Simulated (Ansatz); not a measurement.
Total density of states per atom from r²SCAN (plane waves, PAW; program Ansatz), in 0.25 eV bins, energy from the Fermi level:

(E (eV), states/eV/atom): (-7.85, 0.06); (-7.60, 0.07); (-7.35, 0.08); (-7.10, 0.09); (-6.85, 0.10); (-6.60, 0.12); (-6.35, 0.14); (-6.10, 0.16); (-5.85, 0.19); (-5.60, 0.25); (-5.35, 0.40); (-5.10, 0.32); (-4.85, 0.68); (-4.60, 0.70); (-4.35, 0.71); (-4.10, 0.88); (-3.85, 0.99); (-3.60, 1.16); (-3.35, 0.82); (-3.10, 0.49); (-2.85, 0.39); (-2.60, 0.79); (-2.35, 2.24); (-2.10, 1.45); (-1.85, 0.73); (-1.60, 0.70); (-1.35, 1.18); (-1.10, 1.55); (-0.85, 1.25); (-0.60, 1.35); (-0.35, 1.13); (-0.10, 0.82); (0.15, 0.65); (0.40, 0.40); (0.65, 0.28); (0.90, 0.37); (1.15, 0.41); (1.40, 0.30); (1.65, 0.61); (1.90, 0.54); (2.15, 0.76); (2.40, 1.05); (2.65, 1.30); (2.90, 1.62); (3.15, 0.84); (3.40, 0.36); (3.65, 0.51); (3.90, 0.63); (4.15, 0.58)

### Question
Which of these materials gives this?
A) Ta3W, Fm-3m (Ta on 8c, Ta on 4b, W on 4a)
B) LaGaNi4, P-6m2 (La on 1a, Ga on 1c, Ni on 1e, Ni on 3k)
C) Ta3Re, Fm-3m (Ta on 8c, Ta on 4b, Re on 4a)
D) SiC, CsCl type

### Answer
C, Ta3Re, Fm-3m (Ta on 8c, Ta on 4b, Re on 4a). Within 0.5 eV of the Fermi level: Ta 5d 69 %, Re 5d 15 %, Ta 6s 5 %, outside the projected shells 7 %. Projections are on Löwdin-orthogonalised atomic valence shells; empty p or d shells of many metals are not among them.

The workflow started from a Materials Project entry (that database holds measured and hypothetical structures alike); the Crystallography Open Database copy checked does not list it. With Ta and Re taken as one species the cell has the higher symmetry Im-3m, so it may be an ordered model of a mixed-site phase. Whether it is the stable phase at ambient conditions was not checked. Symmetry was held in the r²SCAN relaxation; whether a distortion lowers the energy is not shown. No spin polarisation was allowed. Spin–orbit coupling is left out wherever it is not named.

Potentials: the later of the program's two PAW sets.
